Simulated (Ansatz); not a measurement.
SnSe (Fm-3m), stationary points along a deformation path

All numbers below come from DFT LDA, scalar-relativistic, plane waves, PAW (Ansatz 0.2.0). The runs took a 420 eV cutoff, a Γ-centred 10×10×10 mesh and Gaussian smearing (0.05 eV). No spin polarisation. Energies are free energies at this smearing, counted from the undisturbed cell; pressure is positive in compression.

The undisturbed cell (relaxed at this level; with this scan's settings it stands at 0.1 GPa; this rock-salt form isn't the usual structure):

```
Sn Se
1.0
     0.00000    2.94665    2.94665
     2.94665    0.00000    2.94665
     2.94665    2.94665    0.00000
Sn Se
1 1
Cartesian
  0.0000 0.0000 0.0000
  2.9466 2.9466 2.9466
```

At fixed volume and fractional coordinates, lengths along (0.000, 0.000, 1.000) are scaled against those across it; ρ is that ratio over its starting value. V = 25.585 Å³/atom. Δσ is the stress along the axis less the mean stress across it (compression positive).

| ρ | ΔE (meV/atom) | Δσ (GPa) | space group |
| --- | --- | --- | --- |
| 0.707 | 1056.9 | 63.47 | I4/mmm |
| 0.780 | 532.6 | 40.29 | I4/mmm |
| 0.850 | 232.0 | 26.53 | I4/mmm |
| 1.000 | 0.0 | 0.00 | Fm-3m |
| 1.200 | 201.4 | -18.19 | I4/mmm |
| 1.300 | 376.0 | -22.33 | I4/mmm |
| 1.414 | 598.5 | -26.85 | I4/mmm |

Task: How does the stress give the slope of the energy, and where is the energy stationary?

Result: Along the path d ln(length) is 2/3 d ln ρ on the axis and −1/3 d ln ρ across it, so dE/d ln ρ = −(2/3) V Δσ: the energy falls with ρ where Δσ is positive. Δσ vanishes or changes sign at ρ = 1.000 (Fm-3m), a minimum at 0.0 meV/atom. Pairs of stationary points between two samples would go unseen, and could change a minimum read from distant neighbours into a maximum. At ρ = 1.000 the cell is cubic, where symmetry alone makes the stress isotropic and the slope zero.

The gap closes along the scan, which can put kinks into the curve.